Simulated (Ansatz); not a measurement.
## Pressure against volume in Si₃Ge

The structure comes from a generated guess, relaxed at this level; another structure or a mixture of phases may lie lower.

All numbers below come from Ansatz, DFT PBE, scalar-relativistic, plane waves, PAW. Plane waves to 420 eV, a 10×10×6 mesh through Γ for the 4-atom cell and 0.02 eV Gaussian smearing; no spin polarisation.

```yaml
crystal:
  lattice:
    - [3.91238, 0.00000, 0.00000]
    - [0.00000, 3.91238, 0.00000]
    - [0.00000, 0.00000, 5.53206]
  atoms:
    - { symbol: Si, position: [0.50000, 0.50000, 0.00000] }
    - { symbol: Si, position: [0.00000, 0.50000, 0.75587] }
    - { symbol: Si, position: [0.50000, 0.00000, 0.24413] }
    - { symbol: Ge, position: [0.00000, 0.00000, 0.50000] }
```

The cell was set to several volumes, with shape and atoms relaxed at each where symmetry leaves them free. Pressure is positive in compression, and energies count from the lowest row.

| row | V (Å³/atom) | P (GPa) | ΔE (meV/atom) | gap on mesh (eV) |
| --- | --- | --- | --- | --- |
| 1 | 18.629 | 13.76 | 97.4 | 0.10 |
| 2 | 19.264 | 9.45 | 51.7 | 0.18 |
| 3 | 19.899 | ? | ? | ? |
| 4 | 20.534 | 2.66 | 5.1 | 0.32 |
| 5 | 21.169 | 0.00 | 0.0 | 0.38 |
| 6 | 21.804 | -2.25 | 4.6 | 0.44 |
| 7 | 22.440 | -4.16 | 17.4 | 0.49 |
| 8 | 23.286 | -6.25 | 45.1 | 0.54 |

**Question.** Find B = −V·ΔP/ΔV from rows 4 and 6 and from rows 1 and 2, and from the two its slope B′ and its value B0 at zero pressure.

**Answer.** Rows 4 and 6 give −(20.534 + 21.804)/2 × (-2.25 − (2.66))/(21.804 − 20.534) = 81.8 GPa at a mean pressure of 0.21 GPa. Rows 1 and 2 give −(18.629 + 19.264)/2 × (9.45 − (13.76))/(19.264 − 18.629) = 128.6 GPa at a mean pressure of 11.61 GPa. So B′ = (128.6 − 81.8)/(11.61 − (0.21)) = 4.11 and B0 = 81.8 − 4.11 × (0.21) = 80.9 GPa. A third-order Birch–Murnaghan fit to all the energies gives B0 = 81.2 GPa and B′ = 4.4.

**Question.** Estimate the pressure and energy of row 3.

**Answer.** From row 5, V0 = 21.169 × (1 + (0.00)/80.9) = 21.169 Å³/atom. Murnaghan's form P = (B0/B′)·[(V0/V)^B′ − 1] gives (80.9/4.11) × [(21.169/19.899)^4.11 − 1] = 5.70 GPa; the computed pressure is 5.78 GPa, so the estimate is off by -0.08 GPa. The work of compression from row 4, with the mean of the two pressures, gives ΔE = 5.1 + (5.70 + 2.66)/2 × (20.534 − 19.899)/160.2 × 1000 = 21.7 meV/atom (1 eV/Å³ = 160.2 GPa); the computed value is 21.7 meV/atom. Its gap on the mesh is 0.26 eV.

Kohn–Sham gaps at this level usually fall short of measured ones. Small gaps are read on the mesh alone, and bands can cross between its points. All volumes keep the k mesh of the relaxed cell. A structure relaxed within its symmetry needn't be a true minimum.
